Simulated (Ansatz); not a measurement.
## Trends among crystals of one structure type (P6_3/mmc)

All 4 crystals share space group P6_3/mmc (No. 194) and the same kinds of sites, 2 atoms in the primitive cell. They are database entries and needn't be the stable phases. The set is a selection: crystals with a Fermi surface that the mesh didn't resolve were left out. Cells are relaxed by PAW under the functional.

Quantity: Fermi-surface sums. Level: PBEsol, all-electron LAPW in Ansatz 0.2.0, scalar-relativistic.

```tsv
crystal	cell (conventional)	fine k mesh	smearing (eV)	N(E_F) (states/eV/atom)	ħω_p (r.m.s. of x, y, z) (eV)	Fermi speed (10⁶ m/s)
Tl	a = 3.476, c = 5.488 Å	20×20×12	0.10	?	?	?
Y	a = 3.594, c = 5.607 Å	16×16×12	0.10	1.84	4.2	0.32
Zn	a = 2.637, c = 4.661 Å	24×24×12	0.10	0.20	8.8	1.34
Zr	a = 3.189, c = 5.105 Å	20×20×12	0.05	1.10	4.1	0.30
```

Problem. What did the calculation give for Tl?

Solution. N(E_F) = 0.41 states/eV/atom, ħω_p (r.m.s. of x, y, z) = 7.9 eV, Fermi speed = 1.24×10⁶ m/s.

Caveats: no spin-orbit coupling on heavy atoms (Tl); these sums move with the mesh, by several per cent and more for small sheets; large density of states at the Fermi level, a magnetic or distorted state may lie lower (Y).
